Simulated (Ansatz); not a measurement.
**Formation energy of La3Bi (L12 type)**

```xyz
4
Lattice="4.9762 0.0000 0.0000 0.0000 4.9762 0.0000 0.0000 0.0000 4.9762" Properties=species:S:1:pos:R:3 pbc="T T T"
Bi    0.0000    0.0000    0.0000
La    0.0000    2.4881    2.4881
La    2.4881    0.0000    2.4881
La    2.4881    2.4881    0.0000
```

The cell comes from a relaxation on PAW files under the same functional, begun from a prototype that needn't be the stable phase.

Level of theory: DFT with PBEsol, scalar-relativistic, in Ansatz 0.2.0; a Γ-centred 7×7×7 k mesh, Fermi–Dirac smearing of 0.05 eV, no spin polarisation. LAPW: all electrons, basis error target 0.5 meV/atom; PAW: frozen-core files, cutoff 420 eV.

The elements are taken as Bi A7, La dhcp, each relaxed on PAW files under the same functional and computed by the same method as the compound; zero-point and thermal terms are left out.

Spin–orbit coupling is left out, which matters for the heavy atoms. The PAW files were made under PBE.

(1) What is the formation energy by LAPW, and how far do the other methods lie from it?

(2) Give the LAPW value for one formula unit in kJ/mol.

(3) What Bader charges does the PAW density give?

Results:

(1) -0.561 eV/atom; PAW -0.4 meV/atom. The compound is bound against these elements; other compounds of the system weren't compared.

(2) -0.561 eV/atom × 4 atoms × 96.485 kJ/(mol·eV) = -216.5 kJ/mol, at zero temperature and without zero-point motion.

(3) Bi1 -1.44 e, La2 +0.48 e.
